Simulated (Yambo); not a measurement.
```xyz
4
Lattice="-2.0641 2.9438 3.4806 2.0641 -2.9438 3.4806 2.0641 2.9438 -3.4806" Properties=species:S:1:pos:R:3 pbc="T T T"
O      0.0000     3.6895     0.0000
O      0.0000     2.1980     0.0000
Rb     0.0000     0.0000     1.7823
Rb     0.0000     0.0000     5.1790
```

Workflow: PBEsol (pw.x of Quantum ESPRESSO, ONCV potentials, without SOC), then G0W0 in Yambo (4×4×4 Γ-centred k mesh, 126 bands and a 7 Ry block in the screening, 126 bands in G with the Bruneval-Gonze terminator, plasmon pole fitted at 27.2 eV).

Q: Give the PBEsol and G0W0 gaps between the band edges found on this mesh, and say where the edges lie.

A: Edges: Γ → Γ. PBEsol: 2.01 eV; G0W0: 3.88 eV. The mesh misses an edge: along a dense path the PBEsol gap is 1.85 eV. Convergence of the G0W0 settings was not tested. 

Geometry strained from the cell relaxed with PBEsol, atoms relaxed again.
